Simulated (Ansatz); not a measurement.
HgS:
Space group P3₂21 (No. 154); a = b = 4.037 Å, c = 9.281 Å, α = β = 90.00°, γ = 120.00°

```
atom  site  symmetry       x       y       z
----  ----  --------  ------  ------  ------
Hg      3a       .2.  0.3114  0.3114  0.0000
S       3b       .2.  0.4827  0.4827  0.5000
```

Relaxed with LDA.

Question: Tabulate the valence density and the electron localisation function along the shortest Hg–S contact (2.39 Å), LDA in the plane-wave PAW code Ansatz.

Answer: 

| distance from Hg (Å) | density (e/Å³) | ELF |
|---|---|---|
| 0.24 | 14.58 | 0.70 |
| 0.36 | 11.71 | 0.63 |
| 0.48 | 8.63 | 0.56 |
| 0.60 | 5.80 | 0.49 |
| 0.72 | 3.51 | 0.42 |
| 0.84 | 1.90 | 0.34 |
| 0.96 | 1.05 | 0.28 |
| 1.08 | 0.73 | 0.28 |
| 1.19 | 0.64 | 0.39 |
| 1.31 | 0.66 | 0.60 |
| 1.43 | 0.77 | 0.77 |
| 1.55 | 0.92 | 0.84 |
| 1.67 | 1.09 | 0.84 |
| 1.79 | 1.17 | 0.77 |
| 1.91 | 1.09 | 0.58 |
| 2.03 | 0.82 | 0.27 |
| 2.15 | 0.43 | 0.05 |

The density is the valence pseudo-density with augmentation charge, so density and ELF within about 1 Å of a nucleus are not all-electron values.

Space group P3_221. The LDA relaxation kept the symmetry of its start. A crystal of weakly bound chains computed without a dispersion correction: the cell and the soft elastic constants depend strongly on that. Spin–orbit coupling is left out wherever it is not named.

Potentials: the later of the program's two PAW sets.
